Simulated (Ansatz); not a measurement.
**NiO (rock salt): scan of one atom of the cell**

NiO (rock salt)

```xyz
2
Lattice="0.0000 2.1087 2.1087 2.1087 0.0000 2.1087 2.1087 2.1087 0.0000" Properties=species:S:1:pos:R:3 pbc="T T T"
O      0.0000     0.0000     0.0000
Ni     2.1087     2.1087     2.1087
```

In each cell atom 2 (Ni, nearest neighbour O at 2.109 Å; its periodic images, 3.0 Å or more away, move with it) moves by s·(0.000, -1.000, 0.000) (towards the nearest neighbour), the rest being held.

The numbers are results of PBE (plane waves to 420 eV, PAW, scalar-relativistic; Ansatz, a quantum-chemistry and plane-wave program), not measurements. k mesh 15×15×15 (Γ-centred), Fermi-Dirac smearing 0.05 eV. Energies are smeared free energies. Stress and pressure are positive under compression. With partly filled bands, energies and forces of such displacements shift with the k mesh and the smearing. F∥ is the force on the atom along that direction. NiO is run spin-polarised and with no Hubbard U; the real compound is an antiferromagnetic insulator, a state that this run doesn't describe. NiO was relaxed with its symmetry unable to fall. Relaxed NiO ends ferromagnetic. The PAW data are Ansatz's earlier set. The magnetic order is the one the run started from; other orders were not tried. ΔE is measured from the undisplaced structure.

```csv
s (Å),ΔE (eV/cell),F∥ (eV/Å),P (GPa),moment (μB/cell)
-0.210,0.0562,0.855,5.2,1.93
-0.168,0.0285,0.488,3.5,1.92
-0.126,0.0134,0.255,2.2,1.89
-0.084,0.0054,0.137,1.0,1.85
-0.042,0.0013,0.062,0.3,1.82
0.000,0.0000,0.000,0.0,1.81
0.042,0.0013,-0.062,0.3,1.82
0.084,0.0054,-0.137,1.0,1.85
0.126,0.0134,-0.255,2.2,1.89
0.168,0.0285,-0.488,3.5,1.92
0.210,0.0562,-0.855,5.2,1.93
```

Summary:

* **Energy at s = 0.210 Å**: 56.2 meV/cell
* **Force along the line at s = -0.210 Å**: 0.855 eV/Å
* **Symmetry of the curve**: even: the same for both signs
* **Shape of the curve**: a single well with its minimum at or next to zero displacement
* **Force constant k = d²E/ds² at s = 0 (finite differences)**: 1.44 eV/Å²
* **Harmonic estimate at the end of the scan**: ½ks² = 31.6 meV/cell against the computed 56.2 meV/cell, so the well is stiffer than harmonic there
* **Zone-centre optical wavenumber from k**: 176 cm⁻¹

The 11 points together took about 10 core-minutes (a rough figure).

(For displaced atoms, the force is minus the slope of the energy, and its curvature is a force constant, which sets phonon frequencies.)
